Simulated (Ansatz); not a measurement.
H$_{4}$BrN:
```
H4BrN
1.0
    5.69247     0.00000     0.00000
    0.00000     5.69247     0.00000
    0.00000     0.00000     4.05434
H Br N
8 2 2
Direct
  0.00000   0.85184   0.85338
  0.64816   0.50000   0.85338
  0.00000   0.14816   0.85338
  0.35184   0.50000   0.85338
  0.50000   0.64816   0.14662
  0.14816   0.00000   0.14662
  0.50000   0.35184   0.14662
  0.85184   0.00000   0.14662
  0.00000   0.50000   0.53132
  0.50000   0.00000   0.46868
  0.00000   0.00000   0.00000
  0.50000   0.50000   0.00000
```

Relaxed with r²SCAN+D4. Special points in fractions of this cell's reciprocal vectors: Γ (0.000, 0.000, 0.000); X (0.000, 0.500, 0.000); M (0.500, 0.500, 0.000); Z (0.000, 0.000, 0.500); R (0.000, 0.500, 0.500); A (0.500, 0.500, 0.500).

Q: List the band energies nearest the valence-band maximum at these points for plane-wave PAW r²SCAN+D4 with spin–orbit coupling (Ansatz code).

A: In eV from the valence-band maximum; about four levels below and three above (degenerate sets whole), none deeper than 8.9 eV; points with the same levels are listed once.

| k | below | above |
|---|---|---|
| Γ | -0.02 -0.02 0.00 0.00 | 4.83 4.83 6.08 6.08 |
| X | -0.13 -0.13 -0.13 -0.13 | 6.62 6.62 6.62 6.62 |
| M | -0.11 -0.11 -0.11 -0.11 | 7.75 7.75 7.75 7.75 |
| Z | -0.40 -0.40 -0.11 -0.11 | 7.68 7.68 8.38 8.38 |
| R | -0.58 -0.58 -0.58 -0.58 | 7.22 7.22 7.22 7.22 |
| A | -0.13 -0.13 -0.13 -0.13 | 6.29 6.29 6.29 6.29 |

Space group P4/nmm. The workflow started from a Materials Project entry (that database holds measured and hypothetical structures alike); the Crystallography Open Database files this formula in space group No. 129, but the cells were not matched. Whether it is the stable phase at ambient conditions was not checked. The cell was relaxed with r²SCAN+D4 under the symmetry of its start; phonons on a q-mesh show no instability.

Potentials: the later of the program's two PAW sets.
